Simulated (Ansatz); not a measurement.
The start is a randomly generated symmetric cell of BaS3 (space group No. 134). The cell and all atomic positions are relaxed at zero pressure with PBE (plane waves to 420 eV, PAW, scalar-relativistic; Ansatz, a program for electronic structure). The first steps use a coarse 4×4×5 k-mesh.

Initial structure:
```yaml
crystal:
  lattice:
    - [6.77148, 0.00000, 0.00000]
    - [0.00000, 6.77148, 0.00000]
    - [0.00000, 0.00000, 4.96057]
  atoms:
    - { symbol: Ba, position: [0.00000, 0.00000, 0.00000] }
    - { symbol: Ba, position: [0.50000, 0.50000, 0.50000] }
    - { symbol: S, position: [0.00000, 0.00000, 0.50000] }
    - { symbol: S, position: [0.50000, 0.50000, 0.00000] }
    - { symbol: S, position: [0.75000, 0.75000, 0.75000] }
    - { symbol: S, position: [0.25000, 0.25000, 0.75000] }
    - { symbol: S, position: [0.75000, 0.25000, 0.25000] }
    - { symbol: S, position: [0.25000, 0.75000, 0.25000] }
```

```yaml
initial_pressure: "+16 GPa (positive: the cell is compressed)"
outcome: The space group stays P4₂/nnm (No. 134) (the run could not lower it), with 8 atoms in the primitive cell
energy_released: 0.84 eV/atom
band_gap_at_the_end: no gap (metallic)
optimiser_moves: 14
```

The end point of the relaxation:

```cif
data_Ba2S6
_chemical_formula_sum 'Ba2 S6'
_space_group_name_H-M_alt 'P42/nnm :1'
_space_group_IT_number 134
_space_group_name_Hall 'P 4n 2 -1n'
_cell_length_a 6.20382
_cell_length_b 6.20382
_cell_length_c 7.14855
_cell_angle_alpha 90.000
_cell_angle_beta 90.000
_cell_angle_gamma 90.000
loop_
_space_group_symop_operation_xyz
  'x, y, z'
  '-y+1/2, x+1/2, z+1/2'
  '-x, -y, z'
  'y+1/2, -x+1/2, z+1/2'
  'x, -y, -z'
  '-y+1/2, -x+1/2, -z+1/2'
  '-x, y, -z'
  'y+1/2, x+1/2, -z+1/2'
  '-x+1/2, -y+1/2, -z+1/2'
  'y, -x, -z'
  'x+1/2, y+1/2, -z+1/2'
  '-y, x, -z'
  '-x+1/2, y+1/2, z+1/2'
  'y, x, z'
  'x+1/2, -y+1/2, z+1/2'
  '-y, -x, z'
loop_
_atom_site_label
_atom_site_type_symbol
_atom_site_symmetry_multiplicity
_atom_site_Wyckoff_symbol
_atom_site_fract_x
_atom_site_fract_y
_atom_site_fract_z
_atom_site_occupancy
Ba1 Ba 2 a 0.00000 0.00000 0.00000 1
S1 S 2 b 0.00000 0.00000 0.50000 1
S2 S 4 f 0.75000 0.75000 0.75000 1
```

Final values are on a 8×8×7 k-mesh of the relaxed cell. No spin polarisation in the result.

The run could not lose the symmetry of its start, so the end can be a saddle point.

All atoms sit on sites fixed by symmetry, so only the cell could relax.

The relaxed structure here is a generated cell of BaS3: the first start was made by a random draw of sites in a space group, and the end was not matched to a known phase here, so it may be hypothetical. Known forms of BaS3 include space group No. 113.
